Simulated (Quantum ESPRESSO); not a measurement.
Inputs of pw.x and gipaw.x (a modified build of Quantum ESPRESSO, PBE) for CdS; the starting potential comes from an earlier run on another mesh:

```
&CONTROL
  calculation = 'scf'
  prefix = 'x'
  pseudo_dir = './pseudo'
  outdir = './out'
  tprnfor = .true.
/
&SYSTEM
  ibrav = 0
  nat = 2
  ntyp = 2
  ecutwfc = 40
  ecutrho = 160
  occupations = 'fixed'
  nbnd = 9
/
&ELECTRONS
  conv_thr = 1e-11
  startingpot = 'file'
/
ATOMIC_SPECIES
Cd 112.414 Cd.GGA_PBE-JTH.UPF
S 32.060 S.GGA_PBE-JTH.UPF
CELL_PARAMETERS angstrom
    0.000000000000     2.916500000000     2.916500000000
    2.916500000000     0.000000000000     2.916500000000
    2.916500000000     2.916500000000     0.000000000000
ATOMIC_POSITIONS crystal
Cd     0.000000000000     0.000000000000     0.000000000000
S      0.250000000000     0.250000000000     0.250000000000
K_POINTS automatic
8 8 8 1 1 1
```

```
&INPUTGIPAW
  job = 'nmr'
  prefix = 'x'
  tmp_dir = './out/'
  restart_mode = 'from_scratch'
  pawproj(1) = .true.
  pawproj(2) = .true.
  use_nmr_macroscopic_shape = .false.
/
```

The cell was made here from an entry of the Crystallography Open Database (unchecked): atoms relaxed with PBE in the measured cell (PBE without dispersion, pw.x of Quantum ESPRESSO, symmetry kept).  Stability against distortions was not tested.

Task: Give the final section of the GIPAW output.

Result: 
```
     f-sum rule (should be   -14.3183):
           -14.3182          0.0000         -0.0000
             0.0000        -14.3182         -0.0000
            -0.0000         -0.0000        -14.3182

     Total NMR chemical shifts in ppm: ---------------------------------------
     (adopting the Simpson convention for anisotropy and asymmetry)-----------

     Atom  1  Cd  pos: (  0.000000  0.000000  0.000000)  Total sigma:        2865.84
          2865.8368          0.0000          0.0000
             0.0000       2865.8368          0.0000
             0.0000          0.0000       2865.8368

     Cd      1    anisotropy:      0.00    eta:    0.0000
     Cd      1    sigma_11=   2865.84
     Cd      1    sigma_22=   2865.84
     Cd      1    sigma_33=   2865.84

     Atom  2  S   pos: (  0.353553  0.353553  0.353553)  Total sigma:         697.52
           697.5191          0.0000          0.0000
            -0.0000        697.5191          0.0000
             0.0000         -0.0000        697.5191

     S       2    anisotropy:     -0.00    eta:    0.0000
     S       2    sigma_11=    697.52
     S       2    sigma_22=    697.52
     S       2    sigma_33=    697.52
```
The printed anisotropy is 3/2 (σ_33 − σ_iso) in the program's own order; the axes are left out here. All sites are cubic, so the anisotropy vanishes by symmetry. These are absolute shieldings with no macroscopic susceptibility term; δ = σ_ref − σ needs a reference computed alike. In our sweeps, cutoffs and meshes of this size left a few ppm, and up to some 20 ppm on atoms from Zn on. No spin–orbit coupling; Cd is the heaviest element present. No d partial waves on S: the paramagnetic term there is incompletely reconstructed. The band gap at this level is small, which makes the paramagnetic part of σ large and sensitive to the functional. The structure is static (0 K, no zero-point motion).
